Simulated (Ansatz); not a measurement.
SiW:
```
CELL_PARAMETERS angstrom
      3.03085     0.00000     0.00000
      0.00000     3.03085     0.00000
      0.00000     0.00000     3.03085
ATOMIC_POSITIONS crystal
  W  0.00000 0.00000 0.00000
  Si 0.50000 0.50000 0.50000
```

Relaxed with PBEsol. Special points in fractions of this cell's reciprocal vectors: Γ (0.000, 0.000, 0.000); X (0.000, 0.500, 0.000); M (0.500, 0.500, 0.000); R (0.500, 0.500, 0.500).

List the band energies nearest the Fermi level at these points for DFT-PBEsol with spin–orbit coupling in the program Ansatz with PAW potentials.

In eV from the Fermi level; about four levels below and three above (degenerate sets whole), none deeper than 8.9 eV; points with the same levels are listed once.

```
k                    below                          above
-  -----------------------  -----------------------------
Γ  -3.81 -3.81 -3.81 -3.81            1.72 1.72 1.72 1.72
X  -1.90 -1.90 -1.66 -1.66            2.47 2.47 4.19 4.19
M  -0.55 -0.55 -0.30 -0.30            4.19 4.19 5.36 5.36
R  -6.07 -6.07 -3.48 -3.48  1.96 1.96 3.82 3.82 3.82 3.82
```

Space group Pm-3m (CsCl type). The cell is a constructed one: a structure type filled with these elements; neither database checked (COD, Materials Project) lists it. Its standing as an ambient phase is unchecked. The cell was relaxed with PBEsol under the symmetry of its start; its stability against distortions is not shown here. No spin polarisation was allowed.

Potentials: the earlier of the program's two PAW sets. The files were generated under PBE; for other functionals the program regenerates the frozen cores, and for LDA and PBEsol the local potential too.
